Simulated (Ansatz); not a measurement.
La4Sb3:
```
La4Sb3
1.0
   -4.86137     4.86137     4.86137
    4.86137    -4.86137     4.86137
    4.86137     4.86137    -4.86137
La Sb
8 6
Cartesian
  0.68478   0.68478   0.68478
 -1.74590   1.74590   6.60727
 -0.68478   4.17658   0.68478
  6.60727  -1.74590   1.74590
  0.68478  -0.68478   4.17658
  3.11547   3.11547   3.11547
  4.17658   0.68478  -0.68478
  1.74590   6.60727  -1.74590
  3.64603   0.00000   2.43068
  2.43068   3.64603   0.00000
  1.21534   0.00000   7.29205
  7.29205   1.21534   0.00000
  0.00000   2.43068   3.64603
  0.00000   7.29205   1.21534
```

Relaxed with r²SCAN.

Problem. Map the valence electron density (e/Å³), cut off at 1 on the plane through (0.359, 0.500, 0.000) spanned by u = [1, 1, 0] and v = [1, -1, 1] in lattice vectors, from DFT-r²SCAN in the program Ansatz with PAW potentials.

Solution. x is the fraction of u, y of v (the angle between them is 108°; rows are the nearest grid lines); atoms in the plane: La at (0.00, 0.00), Sb at (0.51, 0.38), Sb at (0.39, 0.63).
```
y \ x   0.000  0.100  0.175  0.275  0.375  0.450  0.550  0.625  0.725  0.825  0.900   1.00
------  -----  -----  -----  -----  -----  -----  -----  -----  -----  -----  -----  -----
1.00     1.00  0.866  0.167  0.594  0.537  0.174  0.090  0.209  0.148  0.090  0.875   1.00
0.925   0.358  0.070  0.071  0.141  0.151  0.076  0.138  0.284  0.225  0.093  0.238  0.358
0.850   0.288  0.138  0.158   1.00   1.00  0.203  0.159  0.224  0.120  0.078  0.165  0.288
0.775   0.958  0.186  0.244   1.00  0.280  0.076  0.077  0.093  0.062  0.185  0.706  0.958
0.700   0.154  0.105  0.072  0.127  0.383  0.424  0.139  0.062  0.063  0.125  0.193  0.154
0.625   0.593  0.900  0.185  0.493   1.00   1.00  0.185  0.593   1.00  0.162  0.069  0.593
0.550   0.252  0.125  0.078  0.211  0.273  0.143  0.223   1.00   1.00  0.079  0.090  0.252
0.450   0.075  0.122  0.767  0.766  0.116  0.224  0.491  0.275  0.072  0.059  0.079  0.075
0.375   0.068  0.320   1.00  0.321  0.291   1.00   1.00  0.406  0.301   1.00  0.704  0.068
0.300   0.130  0.211  0.141  0.070  0.174  0.308  0.188  0.109   1.00   1.00  0.416  0.130
0.225    1.00   1.00  0.316  0.081  0.100  0.067  0.041  0.049  0.092  0.078  0.152   1.00
0.150   0.650  0.331  0.112  0.080  0.104  0.074  0.053  0.158  0.548  0.127  0.187  0.650
0.0750  0.377  0.238  0.091  0.288  0.549  0.250  0.231   1.00   1.00  0.124  0.087  0.377
0.000    1.00  0.866  0.167  0.594  0.537  0.174  0.090  0.209  0.148  0.090  0.875   1.00
```

The density is the valence pseudo-density with augmentation charge, so density and ELF within about 1 Å of a nucleus are not all-electron values.

Space group I-43d. The workflow started from an entry of the Crystallography Open Database (COD). Whether it is the stable phase at ambient conditions was not checked. Symmetry was held in the r²SCAN relaxation; its stability against distortions is not shown here. Scalar-relativistic: spin–orbit coupling is off unless named, which matters more the heavier the elements.

Potentials: the later of the program's two PAW sets.
